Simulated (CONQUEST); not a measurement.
**Checks by hand on HgTe (P3_121, 12 atoms in the cell; from Materials Project mp-358)**

```
CELL_PARAMETERS angstrom
      4.65544     0.00000     0.00000
      0.00000     8.06346     0.00000
      0.00000     0.00000    10.42319
ATOMIC_POSITIONS crystal
  Hg 0.15807 0.15807 0.00000
  Hg 0.68386 0.00000 0.33333
  Hg 0.65807 0.34193 0.66667
  Hg 0.65807 0.65807 0.00000
  Hg 0.18386 0.50000 0.33333
  Hg 0.15807 0.84193 0.66667
  Te 0.24279 0.24279 0.50000
  Te 0.51443 0.00000 0.83333
  Te 0.74279 0.25722 0.16667
  Te 0.74279 0.74279 0.50000
  Te 0.01443 0.50000 0.83333
  Te 0.24279 0.75721 0.16667
```

Method: PBEsol, numerical atomic orbitals double-zeta with polarisation (the shipped basis), PseudoDojo norm-conserving potentials made for PBEsol run with CONQUEST 1.3.

Main settings: basis = DZP; Diag.MPMeshX, Y, Z = 5 3 3; potentials = PseudoDojo norm-conserving PBEsol; Grid.GridCutoff = 140 Ha; DM.SolutionMethod = diagon; Diag.SmearingType = 1; Diag.kT = 0.000735 Ha; Diag.GammaCentred = true.

Spin-orbit coupling is left out, which matters for bands and gaps with elements this heavy. The program uses no crystal symmetry, so grid and mesh can part values that symmetry would make equal. The atom-centred basis is finite, which shifts total energies, pressures and forces against plane waves. The structure comes from a collection of computed structures, made at another level of theory; the collection holds predicted forms beside known ones.

The cell was also run at V = 387.362 Å³ (F = -44280.37114 eV, P = -0.19 GPa) and V = 395.188 Å³ (F = -44280.34091 eV, P = -1.03 GPa), scaled uniformly; the base has V = 391.276 Å³, P = -0.62 GPa and F₀ = -44280.36116 eV.

Question: Check the pressure against the energies, and estimate the bulk modulus and the volume of zero pressure.

Answer: P = −dF/dV ≈ −(0.03023 eV)/(7.826 Å³) = -0.00386 eV/Å³; times 160.218 GPa per eV/Å³ this is -0.62 GPa, against -0.62 GPa from the stress tensor. B = −V dP/dV ≈ −391.276 × (-0.84 GPa)/(7.826 Å³) = 42 GPa at this volume. The curvature of the energies, B = V (F₊ + F₋ − 2F₀)/(ΔV/2)², gives 42 GPa. To first order the pressure vanishes at V0 ≈ V(1 + P/B) = 385.50 Å³, so all lengths change by about -0.49 %. Shape and fractional positions were held, which usually makes B too large where they are free.

The lattice vector along x was scaled by 0.99 and 1.01. Diagonal stress (xx, yy, zz; GPa, positive for compression): 0.01, -0.40, -0.26 at 0.99 and -1.13, -0.80, -1.03 at 1.01. Free energies at 0.99, 1 and 1.01: -44280.3682, -44280.3612, -44280.3399 eV; V = 391.28 Å³.

Question: Estimate the stress-strain coefficients for strain along x.

Answer: With compression positive, C = −Δσ/Δε and Δε = 0.02: xx–xx: −(-1.13 − (0.01))/0.02 = 57 GPa; yy–xx: −(-0.80 − (-0.40))/0.02 = 20 GPa; zz–xx: −(-1.03 − (-0.26))/0.02 = 38 GPa. From the energies, (F₊ + F₋ − 2F₀)/(V ε²) = 0.0143 eV/(391.28 Å³ × 10⁻⁴) × 160.218 = 59 GPa for the first kind of constant. They agree to within 3 %. These are clamped-ion values at the base cell's own pressure; letting the atoms relax lowers them where positions are free.
